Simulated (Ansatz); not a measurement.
# TiAl: moving Ti off its site

TiAl, Pm-3m, a = 3.179 Å (as given, not relaxed at this level: -0.8 GPa). The structure is a Materials Project entry; whether it is the stable form wasn't checked. Ansatz: r2SCAN, PAW, 500 eV, Γ-centred 16×16×16 mesh on 2 atoms, Gaussian smearing 0.15 eV; no spin polarisation.

```
CELL_PARAMETERS angstrom
3.17906 0.00000 0.00000
0.00000 3.17906 0.00000
0.00000 0.00000 3.17906
ATOMIC_POSITIONS crystal
Ti 0.00000 0.00000 0.00000
Al 0.50000 0.50000 0.50000
```

Atom 1 (Ti) moves by x along the unit vector (0.000, 0.000, 1.000), with its periodic images; all else is held. y is the free energy of the cell over the start, F the force along the path summed over the moved atoms. Symmetry makes y even in x.

```tsv
x (Å)	y (meV)	F (eV/Å)
-0.1000	?	?
-0.0500	8.44	0.34
0.0000	0.00	0.00
0.0125	0.53	-0.08
0.0250	2.11	-0.17
0.0375	4.75	-0.25
0.0625	13.19	-0.42
0.0750	19.00	-0.51
0.0875	25.85	-0.59
```

Task: Fit y = c2 x² + c4 x⁴ to the energies of the other rows, give the force constant, and predict energy and force of the missing row.

Result: Least squares on the rows shown. y = 3377.5 x² − 122.36 x⁴. The force constant is 2 c2 = 6.75 eV/Å² (for all images moving together, not for a lone atom). With two atoms in a cubic cell this is the optical mode at Γ (in a metal it hangs on mesh and smearing): ω = 521.5 √(2 c2/μ) = 326 cm⁻¹ for μ = 17.26 u. The force −dy/dx at the missing row is 0.68 eV/Å (computed 0.67). At x = -0.1000 the fit asked for gives 33.76 meV. The run gave 33.76 meV, the same to the digits shown.